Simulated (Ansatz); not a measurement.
Sr, first-principles data

Sr:
```xyz
2
Lattice="0.0000 4.8521 4.8521 4.8521 0.0000 4.8521 4.8521 4.8521 0.0000" Properties=species:S:1:pos:R:3 pbc="T T T"
Sr     0.0000     0.0000     0.0000
Sr     2.4260     2.4260     2.4260
```

Space group Fd-3m (No. 227), diamond; conventional cell a = b = c = 9.704 Å, α = β = γ = 90.00°.

Method: plane-wave PAW r²SCAN (Ansatz code). Geometry: relaxed at this level of theory. Other levels are named where they apply.

### Cell and energy

```yaml
volume_per_atom: 114.23 Å³
density: 1.27 g/cm³
```

### Electronic structure

```yaml
electronic_character: metallic (no gap)
Density of states at the Fermi level: 1.9 states/eV per atom (mean over ±0.08 eV)
Gap with spin–orbit coupling: none (metallic)
```

### Mechanics

```yaml
Bulk modulus (Birch–Murnaghan fit): 3.0 GPa
Pressure derivative B′: 2.5
Elastic constants (relaxed ions, GPa): C11 = 0.6, C12 = 4.1, C44 = -4.9
mechanical_stability: unstable (C has a negative eigenvalue)
```

The start of the workflow was typed in or built on a structure type; neither database checked (COD, Materials Project) lists it. It is not the phase usual at ambient conditions (space group No. 225). The r²SCAN relaxation kept the symmetry of its start. The volume moved by 28 % from the start of the relaxation. As this level gives no gap, shear constants depend on the k-mesh and smearing (Fermi–Dirac, 0.1 eV here). Scalar-relativistic: spin–orbit coupling is off unless named, which matters more the heavier the elements.

Potentials: the later of the program's two PAW sets.
